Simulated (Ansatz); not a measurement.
Question: Each is relaxed and computed with r²SCAN in the plane-wave PAW code Ansatz. Which is the only metal?
A) La5Ge3, P6_3/mcm (La on 4d, La on 6g, Ge on 6g)
B) GaGeTe, R-3m (Ga on 6c, Ge on 6c, Te on 6c)
C) LaSe2, P2_1/c (La on 4e, Se on 4e, Se on 4e)
D) La2O3, La2O3 or Ni2Al3 type

Answer: A, La5Ge3, P6_3/mcm (La on 4d, La on 6g, Ge on 6g). La5Ge3: metal; GaGeTe: gap 0.60 eV (direct); LaSe2: gap 0.54 eV (indirect); La2O3: gap 4.23 eV (indirect). Standing as an ambient phase not checked: La5Ge3, P6_3/mcm (La on 4d, La on 6g, Ge on 6g); GaGeTe, R-3m (Ga on 6c, Ge on 6c, Te on 6c); LaSe2, P2_1/c (La on 4e, Se on 4e, Se on 4e). Weakly bound layers, chains or molecules computed without a dispersion correction, so cells and soft constants are ill determined: GaGeTe, R-3m (Ga on 6c, Ge on 6c, Te on 6c). All cells were relaxed under the symmetry of their starts (and spin orders); stability against distortions was not tested throughout. Spin–orbit coupling is left out wherever it is not named.

Potentials: the earlier of the program's two PAW sets.
